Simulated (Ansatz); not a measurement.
TaS₂ (CdI2 type)

```xyz
3
Lattice="3.3288 0.0000 0.0000 -1.6644 2.8828 0.0000 0.0000 0.0000 5.7855" Properties=species:S:1:pos:R:3 pbc="T T T"
Ta     0.0000     0.0000     0.0000
S      0.0000     1.9219     1.5448
S      1.6644     0.9609     4.2407
```

Two coordinates are scanned: the volume, and the ratio of the stretch along z (the conventional c axis) to the stretch across it. Atoms keep their fractional coordinates.

Level of theory: PBE-D3(BJ) (plane waves to 420 eV, PAW, scalar-relativistic; Ansatz, an electronic-structure program). k mesh 16×16×8 (Γ-centred), Fermi-Dirac smearing 0.05 eV. Compression counts positive. As the atoms are clamped, bonds stretch with the cell, which overstates energies and stresses. With partly filled bands, the response to shear is sensitive to the k mesh, so small differences along c/a are uncertain. Spin-orbit coupling is left out, though Ta is heavy. TaS2 is run without spin polarisation. TaS2 was relaxed with its symmetry unable to fall.

At one point of the scan the stress tensor (GPa) is:

```
    7.6      0.0      0.0
    0.0      7.6      0.0
    0.0      0.0      2.6
```

Question: Which point is it?
A. V/V₀ = 0.973, (c/a)/(c/a)₀ = 0.973
B. V/V₀ = 0.960, (c/a)/(c/a)₀ = 1.040
C. V/V₀ = 0.987, (c/a)/(c/a)₀ = 0.973
D. V/V₀ = 0.960, (c/a)/(c/a)₀ = 0.960

Answer: B, V/V₀ = 0.960, (c/a)/(c/a)₀ = 1.040

(A scan under strain: stresses follow from slopes of the energy per volume, elastic moduli from its curvatures.)
